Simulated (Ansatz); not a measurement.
WSe2:
```
WSe2
1.0
    3.30261     0.00000     0.00000
   -1.65130     2.86014     0.00000
    0.00000     0.00000    13.22733
W Se
2 4
Direct
  0.66667   0.33333   0.25000
  0.33333   0.66667   0.75000
  0.33333   0.66667   0.37578
  0.66667   0.33333   0.62422
  0.66667   0.33333   0.87578
  0.33333   0.66667   0.12422
```

Cartesian axes are those of the cell as given.

Give the high-frequency dielectric tensor and the Born effective charge tensors of the independent atoms from DFPT, r²SCAN+D4 in the plane-wave PAW code Ansatz.


ε∞:
```
14.4  0.00  0.00
0.00  14.4  0.00
0.00  0.00  6.13
```
Z* of atom 1 (W), rows: field, columns: displacement, in e:
```
-1.08   0.00   0.00
 0.00  -1.08   0.00
 0.00   0.00  -0.58
```
Z* of atom 3 (Se), rows: field, columns: displacement, in e:
```
0.54  0.00  0.00
0.00  0.54  0.00
0.00  0.00  0.29
```

Static charges for comparison (Bader): W1 +1.18, Se3 -0.59 e. Born charges measure polarisation by displacement and can exceed these by far.

Space group P6_3/mmc. The r²SCAN+D4 relaxation kept the symmetry of its start; of distortions, only those at the zone centre were tested. The run is not spin-polarised. Spin–orbit coupling is left out wherever it is not named.

Potentials: the later of the program's two PAW sets.
